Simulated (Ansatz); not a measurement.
AgCl (rock salt) is sheared across one {100} plane: the third cell vector gains the shift, so faults repeat every 8.2 Å. The cut lies between planes 2.72 Å apart; the cell height is held.

```
CELL_PARAMETERS angstrom
      3.85193     0.00000     0.00000
      0.00000     3.85193     0.00000
      1.92596     1.92596     8.17118
ATOMIC_POSITIONS crystal
  Cl 0.00000 0.00000 0.83333
  Cl 0.33333 0.33333 0.16667
  Cl 0.66667 0.66667 0.50000
  Ag 0.50000 0.50000 0.83333
  Ag 0.83333 0.83333 0.16667
  Ag 0.16667 0.16667 0.50000
```

In-plane vectors a = (3.852, 0.000) Å, b = (0.000, 3.852) Å, area 14.84 Å². The shift is s times the vector a (length 3.852 Å), so s = 1 restores the start. The shift is rigid: no atom relaxes. γ = [E(shift) − E(0)] / area.

The numbers are results of PBEsol (plane waves to 420 eV, PAW, scalar-relativistic; Ansatz, an electronic-structure program), not measurements. k mesh 7×7×7 (Γ-centred), Fermi-Dirac smearing 0.05 eV. E is the zero-smearing estimate. Faults lie only 8.2 Å apart, and holding the cell height and the atoms raises γ above its relaxed value. AgCl was relaxed with its symmetry unable to fall. γ is measured from zero shift.

The scan covers s from 0.000 to 0.917 in 12 points.

Task: At which s is γ highest?

Result: s = 0.500.

Task: Does γ have a local minimum between the ends of the line, and at which s?

Result: No computed point is one.

Task: What is the highest γ among twelve even steps of s?

Result: 214 mJ/m².

(The slope of γ gives the shear force per area between the displaced halves; near zero shift its curvature is an elastic stiffness.)
